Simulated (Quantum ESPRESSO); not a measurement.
Ga4P3Se (made-up cell) (calculated)

Calculation on a made-up crystal cell, not a measurement: periodic Kohn-Sham density functional theory in plane waves with PseudoDojo standard norm-conserving scalar-relativistic pseudopotentials, each functional with its own files (v0.5 for PBE, v0.4.1 for LDA and PBEsol), no spin polarisation, no spin-orbit coupling, atoms not relaxed, stress positive in tension, energies less a fixed whole-eV offset for each atom's element; levels are Kohn-Sham levels at fractions of this cell's reciprocal vectors, counted from the reference band (half the neutral cell's valence electrons, rounded up) at Gamma; error bars cover cutoff and k-mesh only, not smearing or the files; added strain carries the atoms with the cell, and shear is the tensor component; each bar is the largest change over components, and at least 0.002 eV, 0.002 eV per angstrom or 0.02 GPa; energies are for the whole cell, and the offsets were chosen from early runs and are not element reference energies. Program: Quantum ESPRESSO 7.5.

Settings shared by all entries: lattice type zincblende/diamond; functional pbe; cutoff 1170 eV; fermi dirac smearing 0.1 eV; scf tolerance 1e-07 eV; electrons removed 0; added strain kind shear xy; k mesh 6 x 6 x 6, shifted by half a step.

(1) Ga4P3Se (made-up cell)

Unstrained structure:
```xyz
8
Lattice="5.4678 0.0000 0.0000 0.0000 5.4678 0.0000 0.0000 0.0000 5.4678" Properties=species:S:1:pos:R:3 Ga4P3Se
Ga     0.0628    -0.0238    -0.0212
Ga    -0.0651     2.7559     2.6939
Ga     2.7076     0.0269     2.7748
Ga     2.6554     2.6898    -0.0336
P      1.3200     1.4421     1.3915
P      1.3529     4.0612     4.0524
Se     4.0840     1.4369     4.2067
P      4.1093     4.0372     1.4139
```

| Quantity | Value |
| --- | --- |
| added strain | -0.022 |
| structure shown | before the added strain of -0.022 |
| free energy less offsets | -2.878 eV |
| smearing term minus ts | -0.08724 eV |
| scf iterations | 10 |
| pressure | 6.996 GPa |
| stress xx | -7.723 GPa |
| stress yy | -6.997 GPa |
| stress zz | -6.269 GPa |
| stress yz | 0.6135 GPa |
| stress xz | 1.082 GPa |
| stress xy | -0.1336 GPa |
| fermi level | 1.026 eV |
| reference band | 42 |
| error bar energy | 0.004756 eV |
| error bar stress | 0.07917 GPa |
| error bar force | 0.01034 eV/Å |
| error bar next band up | 0.002128 eV |
| error bar fermi level | 0.0125 eV |
| error bars from | tighter rerun of this cell |

Atoms:
| atoms element | atom site | atom energy offset (eV) |
| --- | --- | --- |
| Ga | 1 | -2080 |
| Ga | 2 | -2080 |
| Ga | 3 | -2080 |
| Ga | 4 | -2080 |
| P | 5 | -189 |
| P | 6 | -189 |
| Se | 7 | -3300 |
| P | 8 | -189 |

Forces:
| site | x (eV/Å) | y (eV/Å) | z (eV/Å) |
| --- | --- | --- | --- |
| 1 | 0.4115 | -0.9517 | 0.7587 |
| 2 | 1.007 | 0.3202 | -0.61 |
| 3 | -0.3767 | -0.5732 | -1.478 |
| 4 | -0.8091 | 1.765 | 1.005 |
| 5 | 0.07897 | -0.9311 | 0.4577 |
| 6 | -0.01312 | 0.1856 | 0.7248 |
| 7 | 0.5293 | -0.8887 | -0.1568 |
| 8 | -0.8278 | 1.074 | -0.7016 |

Levels:
| level k point | next band up (eV) |
| --- | --- |
| Gamma | 0.461 |
| (1/2,1/2,1/2) | 0.543 |
| (0.15,0,0) | 0.7231 |
| (0,0.15,0) | 0.7879 |
| (0,0,0.15) | 0.8181 |

(2) Ga4P3Se (made-up cell)

Structure as in entry 1.

| Quantity | Value |
| --- | --- |
| added strain | -0.0097 |
| structure shown | before the added strain of -0.0097 |
| free energy less offsets | -2.864 eV |
| smearing term minus ts | -0.09109 eV |
| scf iterations | 10 |
| pressure | 7.03 GPa |
| stress xx | -7.681 GPa |
| stress yy | -6.905 GPa |
| stress zz | -6.505 GPa |
| stress yz | 0.5828 GPa |
| stress xz | 1.08 GPa |
| stress xy | 1.477 GPa |
| fermi level | 1.018 eV |
| reference band | 42 |
| error bar energy | 0.004756 eV |
| error bar stress | 0.07917 GPa |
| error bar force | 0.01034 eV/Å |
| error bar next band up | 0.002128 eV |
| error bar fermi level | 0.0125 eV |
| error bars from | tighter rerun of a related cell |

Atoms:
| atoms element | atom site | atom energy offset (eV) |
| --- | --- | --- |
| Ga | 1 | -2080 |
| Ga | 2 | -2080 |
| Ga | 3 | -2080 |
| Ga | 4 | -2080 |
| P | 5 | -189 |
| P | 6 | -189 |
| Se | 7 | -3300 |
| P | 8 | -189 |

Forces:
| site | x (eV/Å) | y (eV/Å) | z (eV/Å) |
| --- | --- | --- | --- |
| 1 | 0.4277 | -0.929 | 1.004 |
| 2 | 1.067 | 0.2985 | -0.2761 |
| 3 | -0.4028 | -0.6105 | -1.253 |
| 4 | -0.914 | 1.764 | 1.333 |
| 5 | 0.1506 | -0.9441 | 0.2062 |
| 6 | -0.02442 | 0.1975 | 0.4195 |
| 7 | 0.6031 | -0.9229 | -0.519 |
| 8 | -0.9076 | 1.147 | -0.9142 |

Levels:
| level k point | next band up (eV) |
| --- | --- |
| Gamma | 0.5188 |
| (1/2,1/2,1/2) | 0.5859 |
| (0.15,0,0) | 0.7265 |
| (0,0.15,0) | 0.8416 |
| (0,0,0.15) | 0.8321 |

(3) Ga4P3Se (made-up cell)

Structure as in entry 1.

| Quantity | Value |
| --- | --- |
| added strain | 0.0009 |
| structure shown | before the added strain of 0.0009 |
| free energy less offsets | -2.819 eV |
| smearing term minus ts | -0.09358 eV |
| scf iterations | 10 |
| pressure | 7.168 GPa |
| stress xx | -7.787 GPa |
| stress yy | -6.972 GPa |
| stress zz | -6.745 GPa |
| stress yz | 0.5514 GPa |
| stress xz | 1.077 GPa |
| stress xy | 2.781 GPa |
| fermi level | 1.013 eV |
| reference band | 42 |
| error bar energy | 0.004756 eV |
| error bar stress | 0.07917 GPa |
| error bar force | 0.01034 eV/Å |
| error bar next band up | 0.002128 eV |
| error bar fermi level | 0.0125 eV |
| error bars from | tighter rerun of a related cell |

Atoms:
| atoms element | atom site | atom energy offset (eV) |
| --- | --- | --- |
| Ga | 1 | -2080 |
| Ga | 2 | -2080 |
| Ga | 3 | -2080 |
| Ga | 4 | -2080 |
| P | 5 | -189 |
| P | 6 | -189 |
| Se | 7 | -3300 |
| P | 8 | -189 |

Forces:
| site | x (eV/Å) | y (eV/Å) | z (eV/Å) |
| --- | --- | --- | --- |
| 1 | 0.4411 | -0.9084 | 1.219 |
| 2 | 1.117 | 0.2796 | 0.02093 |
| 3 | -0.4228 | -0.6419 | -1.057 |
| 4 | -1.003 | 1.764 | 1.624 |
| 5 | 0.2143 | -0.9574 | -0.0124 |
| 6 | -0.03845 | 0.2082 | 0.15 |
| 7 | 0.6722 | -0.9561 | -0.8425 |
| 8 | -0.9802 | 1.212 | -1.102 |

Levels:
| level k point | next band up (eV) |
| --- | --- |
| Gamma | 0.5679 |
| (1/2,1/2,1/2) | 0.6181 |
| (0.15,0,0) | 0.7292 |
| (0,0.15,0) | 0.8836 |
| (0,0,0.15) | 0.8535 |
